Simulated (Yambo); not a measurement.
A G0W0@LDA run in Yambo for KHF2 (space group I4/mcm, No. 140) (4×4×4 Γ-centred k mesh, 118 bands and a 6 Ry block in the screening, 118 bands in G with the Bruneval-Gonze terminator, plasmon pole fitted at 27.2 eV) gives these matrix elements, in eV, at the band edges (Z → Γ):

| state | E0 | <Vxc> | <Σx> | <Σc(E0)> | Z |
|---|---|---|---|---|---|
| valence edge | 0.000 | -22.327 | -30.517 | 4.650 | 0.828 |
| conduction edge | 6.907 | -9.445 | -4.716 | -2.775 | 0.903 |

Task: Solve the linearised quasiparticle equation for both states, give the gap, and say how exchange and correlation each act on it.

Result: E = E0 + Z(Σx + Σc − Vxc). Valence: 0.000 + 0.828 × (-30.517 + (4.650) − (-22.327)) = -2.93 eV. Conduction: 6.907 + 0.903 × (-4.716 + (-2.775) − (-9.445)) = 8.67 eV. The gap is 11.60 eV, against 6.91 eV in LDA. Replacing Vxc by bare exchange alone would open it by 12.92 eV; correlation takes back 7.43 eV of that, and Z scales what is left. Nearest settings tried, and what they do to the gap: 94 bands in W, 94 bands in G: +64 meV; 5 Ry block (153 vectors against 181): -2 meV; 2×2×2 mesh: -29 meV. So the settings aren't converged at that level. 

Geometry of the Materials Project entry, not relaxed at this level; primitive cell a = b = c = 5.1880 Å, α = β = 114.69°, γ = 99.48°.
